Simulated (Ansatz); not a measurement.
Sc started on a Ti site in cubic perovskite CaTiO3, 10 atoms, charge −1

A calculation with Ansatz 0.2.0 (PAW, plane waves); the settings stand in the input.

The input as it was run:

```yaml
crystal:
  lattice:
    - [7.682614, 0.000000, 0.000000]
    - [0.000000, 3.841307, 0.000000]
    - [0.000000, 0.000000, 3.841307]
  atoms:
    - { symbol: Ca, position: [0.000184, 0.000018, 0.996635] }
    - { symbol: Ca, position: [0.501040, 0.999184, 0.000698] }
    - { symbol: Sc, position: [0.251795, 0.505998, 0.493970] }
    - { symbol: Ti, position: [0.753360, 0.503419, 0.496289] }
    - { symbol: O, position: [0.253117, 0.500552, 0.998820] }
    - { symbol: O, position: [0.750180, 0.500980, 0.008274] }
    - { symbol: O, position: [0.002841, 0.498441, 0.490780] }
    - { symbol: O, position: [0.498920, 0.495852, 0.494815] }
    - { symbol: O, position: [0.249254, 0.006422, 0.491114] }
    - { symbol: O, position: [0.750916, 0.003238, 0.493337] }
kpoints:
  mp_grid: { grid: [2, 2, 2], shift: [0.5, 0.5, 0.5] }
hamiltonian:
  xc: pbesol
  dispersion: rvv10
total_charge: -1
scf:
  occupations: { method: fermi_dirac, width: 0.01 }
  max_iter: 2
output:
  forces: true
  eigenvalues: true
  stress: true
  write_density: true
  write_potential: true
  elf: true
  volumetric_format: npy
```

Launch command:

```sh
ansatz run in.yaml --threads 8 --pin off --max-ram 13300MiB --runs-dir r --events-out ev --progress --plain
```

The output:

```
Error: inconsistent input (hamiltonian.dispersion, hamiltonian.xc): `dispersion: rvv10` has no transferable b for PBE exchange — Sabatini et al. (2013) fitted b=6.3 to rPW86, and the PBE refits of Peng & Perdew (2017) are task-dependent (b=6.6 S22 / b=10.0 layered). Use `xc: {exchange: rpw86, correlation: pbe}` for the original rVV10 or `xc: r2scan` for the r²SCAN+rVV10 pairing
```

The program refused the input.
